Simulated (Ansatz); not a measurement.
The relaxed structure here is a generated cell of Cu2Te: the first start was made by placing the elements on the sites of a structure type, and the end was not matched to a known phase here, so it may be hypothetical.

The start is a generated cell, Cu2Te placed in the AFLOW prototype A2B_tI12_140_h_a (C16, as in Al2Cu). A full variable-cell relaxation at zero pressure is run with r2SCAN (plane waves to 500 eV, PAW, scalar-relativistic; Ansatz, a quantum-chemistry and plane-wave program). The first steps use a coarse 5×5×5 k-mesh.

Initial structure:
```
CELL_PARAMETERS angstrom
     -3.50548     3.50548     2.82063
      3.50548    -3.50548     2.82063
      3.50548     3.50548    -2.82063
ATOMIC_POSITIONS crystal
  Cu 0.15800 0.65800 0.81600
  Cu 0.34200 0.15800 0.50000
  Cu 0.65800 0.84200 0.50000
  Cu 0.84200 0.34200 0.18400
  Te 0.75000 0.75000 0.00000
  Te 0.25000 0.25000 0.00000
```

| Item | Result |
|---|---|
| Largest initial force | about 0.3 eV/Å, on Cu1, Cu2, Cu3, Cu4 (atoms numbered as listed) |
| Outcome | The space group stays I4/mcm (No. 140) (the run could not lower it), with 6 atoms in the primitive cell |
| Energy released | 0.77 to 0.78 eV/atom (the two k-meshes of the run give this range) |
| Volume change | -23.3 %, from 23.11 to 17.72 Å³/atom |
| Shortest distances (start → end) | The closest pairs of elements (up to four, under 3.6 Å), start → end: Cu–Cu 3.13 → 2.69 Å; Cu–Te 2.99 → 2.71 Å; Te–Te 2.82 → 3.70 Å |
| Band gap at the end | zero (metallic) |
| Optimiser moves | 44 |

The end point of the relaxation:

Space group I4/mcm (No. 140); a = b = 5.234 Å, c = 7.762 Å, α = β = γ = 90.00°

```csv
atom,site,symmetry,x,y,z
Cu,8h,m.2m,0.3074,0.1926,0.0000
Te,4a,422,0.0000,0.0000,0.2500
```
(The calculation used a cell of 6 atoms; values per cell refer to that cell.)

Final values are on a 13×13×13 k-mesh of the relaxed cell. No spin polarisation in the result.

The run could not lose the symmetry of its start, so the end can be a saddle point.
